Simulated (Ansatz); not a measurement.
SnO$_{2}$:
```
SnO2
1.0
   -3.20008     3.36484     3.36484
    3.20008    -3.36484     3.36484
    3.20008     3.36484    -3.36484
Sn O
4 8
Direct
  0.99996   0.24996   0.75000
  0.00004   0.75004   0.25000
  0.50000   0.50000   0.50000
  0.50000   0.00000   0.00000
  0.19410   0.19413   0.50003
  0.80590   0.80587   0.49997
  0.19410   0.69406   0.99997
  0.80590   0.30594   0.00003
  0.69414   0.75004   0.94410
  0.30586   0.24996   0.05590
  0.30594   0.75004   0.55590
  0.69406   0.24996   0.44410
```

x, y and z are the axes in which the lattice vectors are written.

**Question.** Give the high-frequency dielectric tensor and the Born effective charge tensors of the independent atoms from DFPT, r²SCAN in the plane-wave PAW code Ansatz.

**Answer.** 
ε∞:
```
4.36  0.00  0.00
0.00  4.01  0.00
0.00  0.00  4.00
```
Z* of atom 1 (Sn), rows: field, columns: displacement, in e:
```
4.54  0.00  0.00
0.00  4.57  0.00
0.00  0.00  3.71
```
Z* of atom 5 (O), rows: field, columns: displacement, in e:
```
-2.27   0.00   0.00
 0.00  -1.35   0.00
 0.00   0.00  -2.79
```

Static charges for comparison (Bader): Sn1 +2.62, O5 -1.31 e. Born charges measure polarisation by displacement and can exceed these by far.

Space group P4_2/mnm (rutile). The cell was relaxed with r²SCAN under the symmetry of its start. Scalar-relativistic: spin–orbit coupling is off unless named, which matters more the heavier the elements.

Potentials: the earlier of the program's two PAW sets.
